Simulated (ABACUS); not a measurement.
A self-consistent single point of Te₂Mo (P6_3/mmc, 6 atoms in the cell; from Materials Project mp-602, changed as shown) with ABACUS.

Level of theory: PBE, numerical atomic orbitals TZDP (confined pseudo-atomic orbitals with Gaussian additions; energy shift 0.01 Ry), PseudoDojo 0.5 standard norm-conserving PBE (tails mended) pseudopotentials in ABACUS.

The change in words: lattice vector c scaled by 1.02. Reference geometry (P6_3/mmc):
```xyz
6
Lattice="3.5970 0.0000 0.0000 -1.7985 3.1151 0.0000 0.0000 0.0000 14.7767" Properties=species:S:1:pos:R:3 pbc="T T T"
Te     0.0000     2.0767     9.2771
Te     1.7985     1.0384     5.4996
Te     1.7985     1.0384     1.8888
Te     0.0000     2.0767    12.8879
Mo     0.0000     2.0767     3.6942
Mo     1.7985     1.0384    11.0825
```

Reference input (self-consistent single point, DFT, PBE, numerical atomic orbitals TZDP (confined pseudo-atomic orbitals with Gaussian additions; energy shift 0.01 Ry), PseudoDojo 0.5 standard norm-conserving PBE (tails mended) pseudopotentials): basis = TZDP numerical atomic orbitals, energy shift 0.01 Ry; KPT = Gamma 6 6 2 0 0 0; basis_type = lcao; dft_functional = PBE; ecutwfc = 100 Ry; smearing_method = gaussian; smearing_sigma = 0.000734986 Ry; potentials = PseudoDojo 0.5 standard norm-conserving PBE (tails mended); symmetry = 1; symmetry_prec = 1e-05; ks_solver = genelpa; scf_nmax = 100. This run's input differs from it in these lines:

```diff
@@ -36,3 +36,3 @@
   -1.7985140000    3.1151170000    0.0000000000
-   0.0000000000    0.0000000000   14.7766800000
+   0.0000000000    0.0000000000   15.0722140000
 
@@ -44,6 +44,6 @@
 4
-  -0.0000033987    3.9244806130   17.5311692311
-   3.3987022900    1.9622373631   10.3927090001
-   3.3987022900    1.9622373631    3.5692301155
-  -0.0000033987    3.9244806130   24.3546481157
+  -0.0000033987    3.9244806130   17.8817930903
+   3.3987022900    1.9622373631   10.6005634614
+   3.3987022900    1.9622373631    3.6406148144
+  -0.0000033987    3.9244806130   24.8417417373
 
@@ -52,4 +52,4 @@
 2
-  -0.0000033987    3.9244806130    6.9809695578
-   3.3987022900    1.9622373631   20.9429086734
+  -0.0000033987    3.9244806130    7.1205891379
+   3.3987022900    1.9622373631   21.3617674138
 # file: KPT
```

Output (repeated stretches shortened):

```
 SELF-CONSISTENT
 -------------------------------------------

                  longest orb rcut (Bohr) = 8.2
   longest nonlocal projector rcut (Bohr) = 2.3
                     search radius (Bohr) = 21

                          real space grid = [ 45, 45, 192 ]

                                 init_chg = atomic

 LCAO ALGORITHM --------------- ION=   1  ELEC=   1--------------------------------

 Density error is 0.0494079037162
 E_KohnSham     -1119.3824333678     -15229.9793349078
 E_Fermi        0.8434609778         11.4758753392

 LCAO ALGORITHM --------------- ION=   1  ELEC=   2--------------------------------

   [... lines left out ...]

   [... 7 blocks of this kind left out ...]

 LCAO ALGORITHM --------------- ION=   1  ELEC=  10--------------------------------

 Density error is 2.11072942153e-06
 E_KohnSham     -1119.4591586041     -15231.0232353009
 E_Fermi        0.8482676536         11.5412735174

 LCAO ALGORITHM --------------- ION=   1  ELEC=  11--------------------------------

 Density error is 7.61476487806e-07
 E_KohnSham     -1119.4591586041     -15231.0232353015
 E_KS(sigma->0) -1119.4591586041     -15231.0232353015
 E_entropy(-TS) -0.0000000000        -0.0000000000
 E_Fermi        0.8482673967         11.5412700229
 charge density convergence is achieved
 final etot is -15231.023235 eV
 EFERMI = 11.541270023 eV

 STATE ENERGY(eV) AND OCCUPATIONS    NSPIN == 1
   [... 53 lines left out ...]

 TOTAL-FORCE (eV/Angstrom)
                       Te1         0.0000000000         0.0000000000         0.4679817221
                       Te2         0.0000000000         0.0000000000        -0.4679817221
                       Te3         0.0000000000         0.0000000000         0.4679817221
                       Te4         0.0000000000         0.0000000000        -0.4679817221
                       Mo1         0.0000000000         0.0000000000         0.0000000000
                       Mo2         0.0000000000         0.0000000000         0.0000000000

 TOTAL-STRESS (KBAR)
       -30.4044624516         0.0000000000        -0.0000000000
        -0.0000000000       -30.4044746739         0.0000000000
         0.0000000000         0.0000000000       -40.1371703050
 TOTAL-PRESSURE: -33.648702 KBAR

 --------------------------------------------
 !FINAL_ETOT_IS -15231.0232353015198896 eV
 --------------------------------------------
```

The run converged in 11 iterations. Against the reference run the free energy goes up by 8.3 meV/atom, the pressure goes from -1.56 to -3.36 GPa, the largest force goes from under 0.1 to 0.47 eV/Å and the gap on the mesh goes from 0.914 to 0.966 eV.

Spin-orbit coupling is left out, which matters for bands and gaps with elements this heavy. The atom-centred basis is finite, which shifts total energies, pressures, gaps and forces against plane waves. The structure comes from a collection of computed structures, made at another level of theory; the collection holds predicted forms beside known ones. Its lattice was then scaled.

Cost on one core: around 80 core-seconds (rough).

The atomic orbitals were generated for these runs; they are not ABACUS's published sets and were checked against plane waves on a few crystals only.

“Tails mended”: in these copies of the files the far tail of each local potential was reset to the Coulomb form.
